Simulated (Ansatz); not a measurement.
This guess for Sb2S is about to be relaxed.

```cif
data_structure
_symmetry_space_group_name_H-M 'P6/mmm'
_symmetry_Int_Tables_number 191
_cell_length_a 3.9723
_cell_length_b 3.9723
_cell_length_c 6.0811
_cell_angle_alpha 90.000
_cell_angle_beta 90.000
_cell_angle_gamma 120.000
_cell_volume 83.10
loop_
_atom_site_label
_atom_site_type_symbol
_atom_site_symmetry_multiplicity
_atom_site_Wyckoff_symbol
_atom_site_fract_x
_atom_site_fract_y
_atom_site_fract_z
_atom_site_occupancy
Sb1 Sb 2 e 0.00000 0.00000 0.25938 1
S1 S 1 b 0.00000 0.00000 0.50000 1
```

Level of theory: DFT PBE, scalar-relativistic, plane waves, PAW in Ansatz. Cutoff 420 eV, Gaussian smearing, Γ-centred meshes. Cell and atoms relax first on a coarse mesh and then on a finer one. In between, the cell is made exact in the group found at 0.06 Å. In metals the finer mesh still leaves noise of several meV/atom or more. The steps can't lower the symmetry of their start. No spin polarisation.

A guess keeps its type if space group and coordination stay and the shape of the cell changes little (axis ratios within about 15 %, angles within 6°); the volume may change.

**Question.** Does it keep its structure type, or change into something else?

**Answer.** It doesn't keep its type. The symmetry stays P6/mmm (No. 191). The volume per atom shrinks by 4.8 %, from 27.7 to 26.4 Å³. The shortest distance goes from 1.46 Å (Sb–S) to 2.52 Å (Sb–S). The ratio c/a of the conventional cell changes by a factor of 1.63. Counting neighbours within 15 % of an atom's shortest distance, the start has S 2, Sb 1 and the end S 2, Sb 1. In detail, at the end Sb has 1 S at 2.52 Å; S is surrounded by 2 Sb at 2.52 Å.

```
Sb S
1.0
     3.32317    0.00000    0.00000
    -1.66158    2.87795    0.00000
     0.00000    0.00000    8.27097
Sb S
2 1
Cartesian
  0.0000 0.0000 1.6156
  0.0000 0.0000 6.6554
  0.0000 0.0000 4.1355
```

Formation energies are uncorrected and refer to the elements' standard structures at the same level.

**Question.** At what energy does it end?

**Answer.** +0.32 eV/atom. The separate elements lie lower, so it is unstable against them.

The last run used an 18×18×6 mesh (in the run's order of axes) for its 3-atom cell and Gaussian smearing of 0.10 eV. These runs have no spin–orbit coupling, which can matter for Sb. The reference form of S is held partly by dispersion forces, which this level lacks. A structure relaxed within its symmetry needn't be a true minimum. Another cell of Sb2S relaxed alike, in P4/nmm, lies 221 meV/atom lower, so this cell isn't the stable form at this level.
